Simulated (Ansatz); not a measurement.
## LiH with oxygen replacing H: gradients before and after relaxing the atoms

Start: a supercell of LiH (rock salt type, Fm-3m) built from a computed structure from the Materials Project (it need not be an observed phase), with all atoms left at the host's positions.

```cif
data_Li27H26O
_symmetry_space_group_name_H-M 'Fm-3m'
_symmetry_Int_Tables_number 225
_cell_length_a 12.0517
_cell_length_b 12.0517
_cell_length_c 12.0517
_cell_angle_alpha 90.000
_cell_angle_beta 90.000
_cell_angle_gamma 90.000
loop_
_atom_site_label
_atom_site_type_symbol
_atom_site_symmetry_multiplicity
_atom_site_Wyckoff_symbol
_atom_site_fract_x
_atom_site_fract_y
_atom_site_fract_z
Li1 Li 32 f 0.3333 0.8333 0.8333
Li2 Li 24 e 0.5000 0.0000 0.8333
Li6 Li 48 h 0.8333 0.1667 0.0000
Li27 Li 4 a 0.0000 0.5000 0.5000
O O 4 b 0.5000 0.0000 0.0000
H29 H 48 i 0.6667 0.1667 0.0000
H32 H 32 f 0.8333 0.1667 0.1667
H42 H 24 e 0.0000 0.5000 0.3333
```

One atom of each set is listed; the run and its k-mesh use a cell of 54 atoms with edges of 8.52, 8.52, 8.52 Å.

Level of theory: DFT, PBE, plane waves and PAW, scalar-relativistic, 420 eV cutoff, Γ-centred 3×3×3 k-points, Fermi–Dirac smearing 0.01 eV, cell charge -1 (Ansatz 0.2.0).

The largest force at the start is 0.99 eV/Å. Relaxing the ions at fixed cell moves them by 0.135 Å at most (atom 2, Li) and 0.053 Å rms.

| site | moved (Å) | first shell before | first shell after | V_zz before (10²¹ V/m²) | η before |
| --- | --- | --- | --- | --- | --- |
| Li2 | 0.135 | 5 H at 2.01 Å, 1 O at 2.01 Å | 1 O at 1.87 Å, 5 H at 2.06–2.15 Å | -0.23 | 0.00 |
| Li6 | 0.000 | 6 H at 2.01 Å | 6 H at 1.97–2.01 Å | 0.023 | 0.52 |
| O | 0.000 | 6 Li at 2.01 Å | 6 Li at 1.87 Å | 0.00 | – |
| H29 | 0.057 | 6 Li at 2.01 Å | 6 Li at 1.97–2.06 Å | -0.031 | 0.13 |
| H42 | 0.006 | 6 Li at 2.01 Å | 6 Li at 2.00–2.15 Å | <0.005 | – |

Q: How do the gradients change?

A: 

```csv
site,V_zz after,η after,change of V_zz
Li2,-0.25,0.00,-0.02
Li6,0.025,0.69,0.00
O,0.00,–,0.00
H29,0.016,0.98,–
H42,-0.047,0.00,-0.05
```

The largest change of V_zz along a kept axis is on H42, from <0.005 to -0.047. On H29 the largest principal value lies along another axis in the second run, so the two V_zz can't be compared directly. Other sites with |V_zz| of 0.02 or less aren't listed.

The defect repeats with the cell of 54 atoms, so it feels its images: sites between two images don't show the values beside a lone defect, and zeros or small values of η there can come from the images' arrangement. A uniform background compensates the cell's charge. With these PAW files V_zz is typically within 2 to 3 % of all-electron values, but misses above 10 % occur on Li.
Before: The neighbours have not yet relaxed around the defect (largest force 0.99 eV/Å), so a real crystal will differ.
After: The relaxation keeps the site symmetry m-3m of the start, so the impurity can't leave its site; a start off the site could end lower.
